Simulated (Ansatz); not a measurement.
**BiTe in the WC-type structure**

Computed with Ansatz (plane waves, PAW, 420 eV cutoff): PBE, scalar-relativistic, no spin polarisation, Γ-centred 10×10×8 mesh, 0.05 eV Gaussian smearing. The datasets are Ansatz's generated set soft_2.

```
Bi Te
1.0
     4.14976    0.00000    0.00000
    -2.07488    3.59380    0.00000
     0.00000    0.00000    4.44051
Bi Te
1 1
Direct
  0.00000 0.00000 0.00000
  0.66667 0.33333 0.50000
```

This is a trial structure; measured cells of the compound in the Crystallography Open Database are in space groups P-3m1, Fm-3m (rock salt).

The run above is the reference. The same cell was run again with other input settings; several of them aren't fit for production, so the rows show the settings' effect and aren't properties of the material.

| keys changed | outcome | ΔE (meV/atom) | P (GPa) | gap on the mesh (eV) | cell moment (μB) | largest force component (eV/Å) | SCF iterations | rough core-seconds | new warnings |
| --- | --- | --- | --- | --- | --- | --- | --- | --- | --- |
| none (reference) | converged | 0.0 | 0.0 | metal | – | 0.000 | – | – | – |
| accuracy: "low"; hamiltonian.dispersion: "d3bj" | converged | – | -2.3 | metal | – | 0.000 | 7 | 16 | – |
| hamiltonian.pseudopotentials: {"kind": "paw", "source": "jth"} | converged | – | 0.0 | metal | – | 0.000 | 7 | 11 | cutoff below recommended; radial quadrature taken |
| scf.mixing.algorithm: "msr1"; scf.mixing.beta: 0.7 | converged | 0.0 | 0.0 | metal | – | 0.000 | 6 | 8 | – |
| scf.mixing.algorithm: "anderson"; scf.mixing.beta: 0.1; scf.mixing.ndim: 4 | converged | 0.0 | 0.0 | metal | – | 0.000 | 10 | 12 | – |

These changes also left energy (to 0.1 meV/atom), pressure, gap, moment and forces as in the reference: scf.eigensolver.kind: "davidson"; basis.precision: "f64" | scf.algorithm: "density_mixing".

ΔE is the energy with the smearing extrapolated to zero. It is left out where the change alters the Hamiltonian or the spin treatment. The varied runs start from atomic densities (corrected by the program's trained start where that serves), with the default search for lower states unless a row changes it.

**Question.** What happens with these changes: scf.occupations.width: 0.05 → null; scf.occupations.method: "gaussian" → "tetrahedron_uncorrected"; scf.mixing.algorithm: "anderson"; scf.mixing.beta: 0.1?

**Answer.** outcome converged, ΔE (meV/atom) 36.8, P (GPa) 0.2, gap on the mesh (eV) metal, largest force component (eV/Å) 0.000, SCF iterations 12, rough core-seconds 15, new warnings band table not solved further.

**Question.** What happens with these changes: basis.ecutwfc: 420 → "800 eV"; kpoints.mp_grid.grid: [10, 10, 8] → [7, 7, 5]?

**Answer.** outcome converged, ΔE (meV/atom) 15.3, P (GPa) 0.4, gap on the mesh (eV) metal, largest force component (eV/Å) 0.000, SCF iterations 8, rough core-seconds 7.

Changing scf.algorithm only steers the path to self-consistency, so the energy stays within 0.5 meV/atom.

Other pseudopotential files need their own cutoff; where it is too low, pressure and moments show the cutoff and not the files.

The pair part of a dispersion correction pulls inward (a three-body part mostly pushes out), and in metals and ionic crystals with large ions it often overbinds.

Of the reference: Scalar-relativistic only: spin–orbit splittings of the heavy atoms' levels are missing. The cell is a metal with an odd number of electrons, and spin polarisation wasn't tried.
